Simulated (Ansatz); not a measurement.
FeCo in space group Cmmm (No. 65; Fe on 2c, Co on 2a) at seven volumes, DFT-PBEsol in the program Ansatz with PAW potentials, shape and atoms relaxed at each. One row is withheld.

```csv
V (Å³/atom),P (GPa)
9.934,25.59
10.262,15.69
10.589,7.21
10.917,0.00
11.244,?
11.572,-11.35
11.899,-15.75
```

Question: Fit the shown pressures and predict the withheld one.

Answer: Third-order Birch–Murnaghan: P = (3/2)B₀(x^(7/2) − x^(5/2))[1 + (3/4)(B′ − 4)(x − 1)] with x = (V₀/V)^(2/3). Least squares on the six rows gives V₀ = 10.918 Å³/atom, B₀ = 220.8 GPa, B′ = 4.35. At V = 11.244, x = 0.9806 and P = -6.09 GPa. The run itself gave -6.13 GPa.

The first step of the workflow began from a Materials Project structure, measured or hypothetical; the Crystallography Open Database copy checked does not list it. With Fe and Co taken as one species the cell has the higher symmetry Im-3m, so it may be an ordered model of a mixed-site phase. It is not the phase usual at ambient conditions (space group No. 221). The PBEsol relaxation kept the symmetry of its start; its stability against distortions is not shown here. Magnetic state: ferromagnetic, chosen from 5 collinear starts compared on coarse meshes (ties went to the first, and starts can fall back to one state), not a proven ground state.

Potentials: the later of the program's two PAW sets.
